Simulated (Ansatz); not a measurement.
Input file for Ansatz (a program for electronic structure):

Ansatz 0.2 input:
```yaml
crystal:
  lattice:
    - [0.0, 2.627364256, 2.627364256]
    - [2.627364256, 0.0, 2.627364256]
    - [2.627364256, 2.627364256, 0.0]
  atoms:
    - { symbol: Ta, position: [0.0, 0.0, 0.0] }
    - { symbol: Al, position: [0.5, 0.5, 0.5] }
kpoints:
  mp_grid: { grid: [28, 28, 28] }
hamiltonian:
  xc: r2scan
  pseudopotentials: { kind: paw }
scf:
  occupations: { method: fermi_dirac, width: 0.1 }
elastic: { mode: relaxed_ion, stencil: two_point, amplitude: 0.005, f_tol: 0.0005 }
```

Output (shortened):

```
Pseudopotential: Ta, paw, valence charge 13
Pseudopotential: Al, paw, valence charge 3
Functional definition: r2SCAN
Crystal: 2 atoms, lattice volume = 36.274 Å³
Basis set: ecut = 500 eV, 941 PW (Γ), exchange–correlation on 120×120×120 points (64 copies of the dense FFT grid, shifted against one another)
Bands: 12, of which v1, the nominal top of the filled ones, is band 8 counted from 1 (7 counted from 0)
Symmetry: 48 space group operations
Space group: Fm-3m (ITA 225), of the structure as read, at distance tolerance 3.3e-5 Å
k-points: 624 of 21952
SCF 1 converged in 10 iterations: F = -10483.750465 eV  dr2 = 1.81e-14
Crystal: 2 atoms, lattice volume = 36.274 Å³
SCF 2 converged in 2 iterations: F = -10483.750465 eV  dr2 = 2.85e-15
Crystal: 2 atoms, lattice volume = 36.092 Å³
Basis set: ecut = 500 eV, 925 PW (Γ), exchange–correlation on 120×120×120 points (64 copies of the dense FFT grid, shifted against one another)
Symmetry: 16 space group operations
k-points: 1639 of 21952
SCF 3 converged in 8 iterations: F = -10483.749461 eV  dr2 = 2.89e-14
Crystal: 2 atoms, lattice volume = 36.455 Å³
SCF 4 converged in 7 iterations: F = -10483.749570 eV  dr2 = 8.16e-15
Crystal: 2 atoms, lattice volume = 36.273 Å³
Symmetry: 8 space group operations
k-points: 3060 of 21952
SCF 5 converged in 9 iterations: F = -10483.750477 eV  dr2 = 1.97e-14
Crystal: 2 atoms, lattice volume = 36.273 Å³
SCF 6 converged in 6 iterations: F = -10483.750477 eV  dr2 = 9.43e-15
SCF converged after 2 iterations
Free energy (F): -10483.750465 eV
Harris-Foulkes:  -10483.750465 eV  (|F-HF|=5.46e-12)
Internal energy: -10483.728218 eV  (E = F + TS)
E sigma→0 (E₀):  -10483.739341 eV
Entropy (-TS):   -0.022247 eV (-11.124 meV/atom)
Fermi energy:    12.511906 eV
--- Per-component energies (eV) ---
  E_band       = -179.275028
  E_kinetic    = 389.915520
  E_local      = -823.273898  (includes V_loc(G=0)·N_el)
  E_nonlocal   = 26.266419
  E_hartree    = 296.101547
  E_xc         = -240.428329
  E_vxc        = -252.154896  (∫ρ·V_xc dr)
  E_paw        = -8896.835000  (= ΣΔE_a)
  E_vpaw       = -124.682446  (= ΣTr[D̂ρ^β])
  E_aug_tail   = 0.000081  (compensation charges beyond the density's cutoff)
  E_vtau       = 12.451097  (kinetic-family band-sum trace: ∫τ·v_τ [+ j·A + Jᵃ·Aᵃ] dr)
  E_ewald      = -1234.658171
  E_core_change = -0.816388  (= ΣΔE_core)
  E_smearing   = -0.022247  (= −TS)
  E_closure    = 0.000000  (closes the sum)
  Σ components = -10483.750465   (vs F -10483.750465, Δ=0.00e0)
--- Forces (eV/Å), atoms counted from 1 ---
  atom   1  Ta     0.00000000     0.00000000     0.00000000
  atom   2  Al     0.00000000     0.00000000     0.00000000
  max |Σ_I F_I| component: 0.0 eV/Å
--- Stress (GPa, compression-positive) ---
        0.034051       0.000000       0.000000
        0.000000       0.034051       0.000000
        0.000000       0.000000       0.034051
  P = ⅓ Tr σ = 0.0341 GPa (0.341 kbar)
--- Band table (eV; the first three rows and the last of 624) ---
  k-point 0: bands = ["-57.2839", "-23.1179", "-23.1179", "-23.1179", "2.8343", "12.0603", "12.0603", "12.0603", "12.5331", "12.5331", "18.0997", "18.0997"]
  k-point 1: bands = ["-57.2838", "-23.1195", "-23.1181", "-23.1181", "2.8617", "12.0216", "12.0714", "12.0714", "12.5091", "12.5091", "18.0524", "18.1631"]
  k-point 2: bands = ["-57.2836", "-23.1243", "-23.1188", "-23.1188", "2.9435", "11.9083", "12.0889", "12.0889", "12.4583", "12.4583", "17.9172", "18.3470"]
  k-point 623: bands = ["-57.2779", "-23.2001", "-23.2001", "-23.1680", "7.3000", "9.7490", "9.7490", "10.3565", "14.3435", "15.4956", "15.4956", "15.6200"]
--- Elastic constants: 2 strain directions × 2 members + reference (group order 48) ---
  dense FFT box of the reference and of every strained cell: 30×30×30
  strains applied: 11, 23; error gains: componentwise 1.00 (the most a stress slope's error grows in a printed constant), spectral 1.73 (1 for all six strains …
  C = ∂σ_k/∂η_j (tension-positive GPa; Voigt order 11 22 33 23 13 12):
       335.555     24.950     24.950      0.000      0.000      0.000
        24.950    335.555     24.950      0.000      0.000      0.000
        24.950     24.950    335.555      0.000      0.000      0.000
         0.000      0.000      0.000     -4.119      0.000      0.000
         0.000      0.000      0.000      0.000     -4.119      0.000
         0.000      0.000      0.000      0.000      0.000     -4.119
  reference stress σ⁰ (GPa):     -0.034     -0.034     -0.034      0.000      0.000      0.000
  moduli (Voigt/Reuss/Hill, GPa): K = 128.49/128.49/128.49   G = 59.65/-6.99/26.33   E = 73.94   ν = 0.404
  mechanically stable: NO (min eigenvalue of sym C = -4.12 GPa)
  strain η (Voigt 11):  stress-route row diagonal C_11 = 335.55 GPa, energy-path curvature d²(F+E_count+ΔE)/dδ²/Ω₀ = 335.50 GPa
         δ    σ_11 (GPa)             F (eV)   n_scf  n_hpsi   n_pw
    -5.000e-3      -1.7545      -10483.7494611       8  416490    934   relax 0 steps, max|allowed force component| 0.0 eV/Å
     5.000e-3       1.6010      -10483.7495700       7  360097    946   relax 0 steps, max|allowed force component| 0.0 eV/Å
  strain η (Voigt 23):  stress-route row diagonal C_44 = -4.12 GPa, energy-path curvature d²(F+E_count+ΔE)/dδ²/Ω₀ = -4.10 GPa
         δ    σ_23 (GPa)             F (eV)   n_scf  n_hpsi   n_pw
    -5.000e-3       0.0206      -10483.7504766       9  812362    941   relax 0 steps, max|allowed force component| 0.0 eV/Å
     5.000e-3      -0.0206      -10483.7504766       6  677682    941   relax 0 steps, max|allowed force component| 0.0 eV/Å
```

Cost: very roughly 7 core-minutes on shared cores.

The start of the workflow was typed in or built on a structure type; neither database checked (COD, Materials Project) lists it. Whether it is the stable phase at ambient conditions was not checked. Symmetry was held in the r²SCAN relaxation. At this level the phase is mechanically unstable. No spin polarisation was allowed. Its formation energy is positive at this level, so the cell may be metastable or incomplete. As this level gives no gap, shear constants depend on the k-mesh and smearing (Fermi–Dirac, 0.1 eV here). Spin–orbit coupling is left out wherever it is not named.

Potentials: the later of the program's two PAW sets.

Ansatz is a plane-wave DFT program.
